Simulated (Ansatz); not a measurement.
**SmF2 in the CdI2-type structure**

Method: PBE, scalar-relativistic; collinear spin; PAW, 420 eV, Γ-centred 10×10×6 mesh, 0.05 eV Gaussian smearing; code Ansatz. The datasets are Ansatz's generated set soft_2.

```
CELL_PARAMETERS angstrom
3.94015 0.00000 0.00000
-1.97007 3.41227 0.00000
0.00000 0.00000 5.23952
ATOMIC_POSITIONS crystal
Sm 0.00000 0.00000 0.00000
F 0.33333 0.66667 0.17510
F 0.66667 0.33333 0.82490
```

The cell came from substitution into a structure type; no database entry of this phase was matched, which doesn't show that none exists.

Magnetic state: ferromagnetic, site spin moments Sm 5.62 μB.

The cell is relaxed to zero pressure at this level.

Path: Γ–M–K–Γ–A–L–H–A | L–M | H–K, with Γ = (0.000, 0.000, 0.000), M = (0.500, 0.000, 0.000), K = (0.333, 0.333, 0.000), A = (0.000, 0.000, 0.500), L = (0.500, 0.000, 0.500), H = (0.333, 0.333, 0.500) in reciprocal vectors of the calculation's cell.

Levels between -4 and 4 eV from the Fermi level at the path's named points:
| point | spin | below E_F (eV) | above E_F (eV) |
| --- | --- | --- | --- |
| Γ | up | -0.80 -0.51 -0.40 -0.40 -0.23 -0.01 -0.01 | 0.20 2.54 2.54 2.93 |
| Γ | down | -0.53 | 3.06 3.48 3.52 3.52 3.60 3.78 3.78 3.81 3.90 3.90 |
| M | up | -0.61 -0.44 -0.41 -0.20 -0.10 -0.07 | 0.21 0.85 1.51 3.49 3.52 3.56 |
| M | down |  | 1.34 2.21 2.80 3.26 3.54 3.71 3.75 3.86 3.89 |
| K | up | -0.60 -0.44 -0.44 -0.15 -0.15 -0.14 | 0.21 0.96 2.08 2.08 |
| K | down |  | 1.48 2.45 2.45 3.04 3.61 3.71 3.71 3.85 3.98 3.98 |
| A | up | -0.51 -0.40 -0.40 -0.25 0.00 0.00 | 0.20 1.24 1.62 2.42 2.42 3.17 |
| A | down |  | 1.38 2.07 3.06 3.38 3.38 3.52 3.81 3.81 3.81 3.90 3.90 3.94 |
| L | up | -0.61 -0.44 -0.41 -0.19 -0.11 -0.06 | 0.17 1.31 2.53 3.28 3.31 3.58 |
| L | down |  | 1.88 2.74 3.34 3.51 3.54 3.67 3.79 3.79 3.89 3.92 |
| H | up | -0.60 -0.44 -0.44 -0.15 -0.14 -0.14 | 0.17 2.07 2.07 2.55 |
| H | down |  | 2.50 2.50 2.86 3.26 3.71 3.76 3.76 3.76 3.92 3.92 |

Task: By these bands, is it a metal or an insulator, and if it has a gap, where are the band edges on this path?

Result: A metal: bands cross the Fermi level.

Formal charges Sm²⁺, F⁻ leave Sm²⁺ with an open 4f⁶ shell. Nothing in this functional splits the part-filled shell enough, so f states lie at the Fermi level.

Without a U or exact exchange the f states pile up at the Fermi level, so the metal found here may be the functional's error. Scalar-relativistic only: spin–orbit splittings of the heavy atoms' levels are missing. The run wasn't fully tested for a lower electronic state. Site moments are of spin, integrated over atomic spheres. For an f⁶ shell, the formal count of Sm here, Hund's rules give L = S = 3 and J = 0, a non-magnetic ion. Spin-polarised DFT, with or without U, favours a large spin moment instead, a known failure, so moments and magnetic energies here aren't predictions. The moments were started parallel, and the real magnetic order may be another.

A lower state of the open shells can't be excluded, and forces and pressures are less sure for it.
